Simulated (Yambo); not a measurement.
G0W0@LDA for SrClF (space group P4/nmm, No. 129) in Yambo. Reference settings: 4×4×2 Γ-centred k mesh, 131 bands and a 6 Ry block in the screening, 131 bands in G with the Bruneval-Gonze terminator, plasmon pole fitted at 27.2 eV. The LDA gap Γ → Γ on this mesh is 5.64 eV; G0W0 gaps are taken between the same points.

```tsv
change from the reference	G0W0 gap Γ → Γ (eV)	shift of the valence edge (eV)
reference settings	8.80	-1.73
55 bands in W, 55 bands in G	9.03	-1.45
55 bands in G	8.82	-1.59
5 Ry block	8.75	-1.70
no terminator	8.79	-1.58
1 Ry block	?	-1.56
88 bands in G, no terminator	8.79	-1.41
66 bands in W	8.93	-1.60
```

### Question
Estimate the withheld gaps from the other rows; the computed values follow.

### Answer

- 1 Ry block, G0W0 gap Γ → Γ (eV): 8.73

The reference isn't shown to be the converged limit.

Geometry of the Materials Project entry, not relaxed at this level; primitive cell a = b = 4.130 Å, c = 6.977 Å, α = β = γ = 90.00°.

A shift is the quasiparticle energy of the state minus its LDA energy.
